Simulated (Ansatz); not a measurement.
Relaxation of a randomly generated symmetric cell of Be (space group No. 191); 1 atom in the cell, which starts as P6/mmm (No. 191), hP1; a = b = 1.9830 Å, c = 2.8482 Å, α = β = 90.00°, γ = 120.00°. All values below come from PBEsol (plane waves to 420 eV, PAW, scalar-relativistic; Ansatz, a quantum-chemistry and plane-wave program). Γ-centred k-mesh 19×19×11 on the run's cell (coarser than for final values), Fermi–Dirac smearing 0.05 eV. This is the first round of the run. 

The optimiser's lines from the output (shortened; P is positive under compression):

```
relax step   1: F+E_penalty+E_count = -89.59238900 eV  Δ(F+E_penalty+E_count) = +0.000e0 eV  max|allowed force component| = 0.000e0 eV/Å  Δτ_max = 0.0000 Å  P = +19.116 GPa  Ω = 9.699 Å³  (6 SCF iters, dr2 threshold 1.00e-7 eV, accepted)
relax step   2: F+E_penalty+E_count = -89.73261743 eV  Δ(F+E_penalty+E_count) = -1.402e-1 eV  max|allowed force component| = 0.000e0 eV/Å  Δτ_max = 0.0000 Å  P = +9.487 GPa  Ω = 9.836 Å³  (5 SCF iters, dr2 threshold 1.00e-7 eV, accepted)
relax step   3: F+E_penalty+E_count = -89.80527557 eV  Δ(F+E_penalty+E_count) = -7.266e-2 eV  max|allowed force component| = 0.000e0 eV/Å  Δτ_max = 0.0000 Å  P = +2.990 GPa  Ω = 9.843 Å³  (5 SCF iters, dr2 threshold 1.00e-7 eV, accepted)
relax step   4: F+E_penalty+E_count = -89.82156022 eV  Δ(F+E_penalty+E_count) = -1.628e-2 eV  max|allowed force component| = 0.000e0 eV/Å  Δτ_max = 0.0000 Å  P = +0.504 GPa  Ω = 9.601 Å³  (5 SCF iters, dr2 threshold 1.00e-7 eV, accepted)
relax step   5: F+E_penalty+E_count = -89.82182898 eV  Δ(F+E_penalty+E_count) = -2.688e-4 eV  max|allowed force component| = 0.000e0 eV/Å  Δτ_max = 0.0000 Å  P = +0.146 GPa  Ω = 9.577 Å³  (4 SCF iters, dr2 threshold 1.00e-7 eV, accepted)
relax step   6: F+E_penalty+E_count = -89.82183739 eV  Δ(F+E_penalty+E_count) = -8.410e-6 eV  max|allowed force component| = 0.000e0 eV/Å  Δτ_max = 0.0000 Å  P = -0.016 GPa  Ω = 9.603 Å³  (2 SCF iters, dr2 threshold 8.36e-8 eV, accepted)
relax step   7: F+E_penalty+E_count = -89.82183834 eV  Δ(F+E_penalty+E_count) = -9.514e-7 eV  max|allowed force component| = 0.000e0 eV/Å  Δτ_max = 0.0000 Å  P = +0.001 GPa  Ω = 9.599 Å³  (3 SCF iters, dr2 threshold 5.84e-9 eV, accepted)
relax step   8: F+E_penalty+E_count = -89.82196787 eV  Δ(F+E_penalty+E_count) = -1.295e-4 eV  max|allowed force component| = 0.000e0 eV/Å  Δτ_max = 0.0000 Å  P = +0.021 GPa  Ω = 9.599 Å³  stress off target by 3.23e-2 GPa  SCF on the basis re-selected at this cell (its energy is not comparable with the rows above)  (5 SCF iters)
relax step   9: F+E_penalty+E_count = -89.82196788 eV  Δ(F+E_penalty+E_count) = -6.873e-9 eV  max|allowed force component| = 0.000e0 eV/Å  Δτ_max = 0.0000 Å  P = -0.001 GPa  Ω = 9.601 Å³  (3 SCF iters, dr2 threshold 2.60e-9 eV, accepted)
relax step  10: F+E_penalty+E_count = -89.82196796 eV  Δ(F+E_penalty+E_count) = -8.123e-8 eV  max|allowed force component| = 0.000e0 eV/Å  Δτ_max = 0.0000 Å  P = -0.001 GPa  Ω = 9.601 Å³  stress off target by 1.97e-3 GPa  SCF on the basis re-selected at this cell (its energy is not comparable with the rows above)  (6 SCF iters)
```

From the first to the last row the energy changes by -0.23 eV/atom and the volume by -1.0 %. The last row is marked as not comparable with the walk above it, whose basis was carried along; it does compare with step 1, since both stand on a basis selected at the nominal cutoff for their own cell.

Later rounds, restarted from the end of this one on a renewed k-mesh, logged 4 more steps and released under 0.01 eV/atom more. The final structure after all rounds: P6/mmm (No. 191), hP1, AFLOW prototype A_hP1_191_a (A_f, as in Sn); a = b = 2.1405 Å, c = 2.4183 Å, α = β = 90.00°, γ = 120.00°. Between re-selections the logged energies stand on a plane-wave basis carried along with the cell. No spin polarisation in the result.

The run could not lose the symmetry of its start: the end is stationary, and may be a saddle point rather than a minimum.

The relaxed structure here is a generated cell of Be: the first start was made by a random draw of sites in a space group, and the end was not matched to a known phase here, so it may be hypothetical. Known forms of Be include space group No. 194.
